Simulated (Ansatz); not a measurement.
LiMg: how the free axis answers a strain

LiMg, R-3m, a = 3.097 Å, c = 15.051 Å. The structure is a Materials Project entry; whether it is the stable form wasn't checked. Ansatz: PBEsol, PAW, 420 eV, Γ-centred 15×15×4 mesh on 6 atoms, Gaussian smearing 0.10 eV; no spin polarisation. Series: biaxial strain in the a-b plane, c and atoms relaxed; x is the strain in per cent. y is the change of c in per cent of 15.051 Å.

```tsv
x (%)	y (%)
-3.0	?
-2.0	0.43
-1.0	0.29
0.0	0.00
1.0	-0.25
2.0	-0.55
3.0	-0.83
```

Task: Fit y = c1 x + c2 x² to the other rows, say what c1 measures, and predict the missing y.

Result: Least squares on the rows shown. y = −0.2474 x − 0.01069 x². With no stress along c, c1 = −2C13/C33 = -0.247. With a term in x³ added, the coefficient of x becomes -0.2624, 6 % more, which shows how far this figure hangs on the form. At x = -3.0 the fit asked for gives 0.65 %. The run gave 0.52 %, so the fit is 0.13 % too high, 9.6 % of the span of the series, against an rms of 0.03 % on the fitted rows. The row lies outside the fitted range. With a term in x³ added, a fit to the same known rows predicts 0.57 %, which recovers part of the miss; the known rows don't hold the rest.